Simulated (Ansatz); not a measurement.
# One slab under several functionals: zincblende ZnSe (110), 3 layers

All-electron LAPW in Ansatz 0.2.0, scalar-relativistic, no spin–orbit coupling; no spin polarisation. Each functional has its own bulk lattice constant and relaxed 1×1 slab, with 16 to 20 Å of vacuum and a dipole correction.

| functional | area (Å²) | γ (J/m²) | Δd12 (%) |
| --- | --- | --- | --- |
| LDA | 21.92 | ? | -7.0 |
| PBE | 23.24 | ? | -6.9 |

Problem. What belongs in the row "LDA", column "γ (J/m²)"?

Solution. 0.55.

Problem. What belongs in the row "PBE", column "γ (J/m²)"?

Solution. 0.34.
